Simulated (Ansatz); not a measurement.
Consider the following.

SiGe3:
```xyz
4
Lattice="3.9665 0.0000 0.0000 0.0000 3.9665 0.0000 0.0000 0.0000 5.5942" Properties=species:S:1:pos:R:3 pbc="T T T"
Si     0.0000     0.0000     0.0000
Ge     1.9833     0.0000     1.3655
Ge     1.9833     1.9833     2.7971
Ge     0.0000     1.9833     4.2287
```

This is the PBEsol-relaxed structure. Cartesian axes are those of the cell as given.

**Question.** All from PBEsol (plane waves, PAW; program Ansatz), unless another level is named. Give the hole effective mass, band 1 of 2 at the edge.

**Answer.** 1.8 along x, 0.23 along z (mₑ).

**Question.** And the gap with spin–orbit coupling?

**Answer.** 0.14 eV.

**Question.** Next, the electron effective mass with spin–orbit coupling?

**Answer.** 0.069, 0.099, 0.20 mₑ (principal values).

**Question.** Give the valence-band maximum.

**Answer.** at Γ.

Space group P-4m2. The start of the workflow was typed in or built on a structure type; neither database checked (COD, Materials Project) lists it. Whether it is the stable phase at ambient conditions was not checked. The PBEsol relaxation kept the symmetry of its start; whether a distortion lowers the energy is not shown. Spin–orbit coupling is left out wherever it is not named.

Potentials: the earlier of the program's two PAW sets. The files were generated under PBE; for other functionals the program regenerates the frozen cores, and for LDA and PBEsol the local potential too.
